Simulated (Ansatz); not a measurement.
## Structure relaxation, GeMo

The relaxed structure here is a generated cell of GeMo: the first start was made by placing the elements on the sites of a structure type, and the end was not matched to a known phase here, so it may be hypothetical.

The start is a generated trial cell of GeMo in the TiAs structure type. A full variable-cell relaxation at zero pressure is run with r2SCAN (plane waves to 500 eV, PAW, scalar-relativistic; Ansatz, a first-principles code). The first steps use a coarse 7×7×2 k-mesh.

The start:
```
CELL_PARAMETERS angstrom
      3.66000     0.00000     0.00000
     -1.83000     3.16965     0.00000
      0.00000     0.00000    12.34746
ATOMIC_POSITIONS crystal
  Mo 0.33333 0.66667 0.12500
  Mo 0.66667 0.33333 0.62500
  Mo 0.66667 0.33333 0.87500
  Mo 0.33333 0.66667 0.37500
  Ge 0.00000 0.00000 0.00000
  Ge 0.00000 0.00000 0.50000
  Ge 0.33333 0.66667 0.75000
  Ge 0.66667 0.33333 0.25000
```

### Question
What pressure does the first self-consistent step give?

### Answer
-10 GPa (negative: the cell is under tension).

### Question
What is the largest force in the starting geometry, and on which atom (counted from 1)?

### Answer
About 0.9 eV/Å, on Mo1, Mo2, Mo3, Mo4 (atoms numbered as listed).

### Question
How much energy is released per atom?

### Answer
0.17 eV/atom.

### Question
How does the volume per atom move from start to end?

### Answer
-13.3 %, from 17.91 to 15.52 Å³/atom.

### Question
How do the shortest distances between atoms change?

### Answer
The closest pairs of elements (up to four, under 3.6 Å), start → end: Ge–Mo 2.62 → 2.61 Å; Mo–Mo 3.09 → 3.01 Å; Ge–Ge 3.66 → 3.01 Å.

### Question
What band gap does the relaxed structure have at this level?

### Answer
Zero (metallic).

### Question
What does it relax into? Give the structure.

### Answer

Space group P6₃/mmc (No. 194); a = 3.0145 Å, b = 3.0145 Å, c = 15.7801 Å, α = 90.00°, β = 90.00°, γ = 120.00°

```
atom  site  symmetry       x       y       z
----  ----  --------  ------  ------  ------
Mo      4f       3m.  0.3333  0.6667  0.1267
Ge      2a      -3m.  0.0000  0.0000  0.0000
Ge      2d      -6m2  0.6667  0.3333  0.2500
```

The space group stays P6₃/mmc (No. 194) (the run could not lower it), with 8 atoms in the primitive cell. Final values are on a 18×18×3 k-mesh of the relaxed cell. No spin polarisation in the result.

The run could not lose the symmetry of its start; a randomly shaken copy of 8 atoms returns to this structure.
